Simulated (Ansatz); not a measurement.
GeW:
```yaml
crystal:
  lattice:
    - [-1.72258, 1.72258, 5.49554]
    - [1.72258, -1.72258, 5.49554]
    - [1.72258, 1.72258, -5.49554]
  atoms:
    - { symbol: W, position: [0.99573, 0.99573, 0.00000] }
    - { symbol: W, position: [0.74573, 0.24573, 0.50000] }
    - { symbol: Ge, position: [0.42027, 0.42027, 0.00000] }
    - { symbol: Ge, position: [0.17027, 0.67027, 0.50000] }
```

Relaxed with PBE. Special points in fractions of this cell's reciprocal vectors: Γ (0.000, 0.000, 0.000); X (0.000, 0.000, 0.500); P (0.250, 0.250, 0.250); N (0.000, 0.500, 0.000); M (0.500, 0.500, -0.500); S (0.275, 0.725, -0.275); S0 (-0.275, 0.275, 0.275); R (-0.049, 0.049, 0.500); G (0.500, 0.500, -0.049).

List the band energies nearest the Fermi level at these points for PBE in the plane-wave PAW code Ansatz.

In eV from the Fermi level; about four levels below and three above (degenerate sets whole), none deeper than 8.9 eV; points with the same levels are listed once.

```json
[
 {"k": "Γ", "below": "-1.69 -1.69 -1.69 -0.98 -0.98", "above": "0.23 0.92 2.59"},
 {"k": "X", "below": "-1.93 -1.93 -1.09 -1.09", "above": "1.95 1.95 2.35 2.35"},
 {"k": "P", "below": "-2.00 -2.00 -1.04 -1.04", "above": "1.95 1.95 2.34 2.34"},
 {"k": "N", "below": "-2.03 -1.41 -1.21 -0.29", "above": "0.97 1.14 1.70"},
 {"k": "M", "below": "-2.62 -2.62 -2.37 -2.37", "above": "0.56 0.56 0.74 0.74"},
 {"k": "S", "below": "-1.94 -1.77 -1.20 -0.55", "above": "1.07 1.42 1.57"},
 {"k": "R", "below": "-1.89 -1.89 -1.18 -1.18", "above": "1.92 1.92 2.38 2.38"}
]
```

Space group I4_1md. A made-up cell: these elements were put on the sites of a structure type; neither database checked (COD, Materials Project) lists it. Its standing as an ambient phase is unchecked. The PBE relaxation kept the symmetry of its start; whether a distortion lowers the energy is not shown. The run is not spin-polarised. Spin–orbit coupling is left out wherever it is not named.

Potentials: the later of the program's two PAW sets.
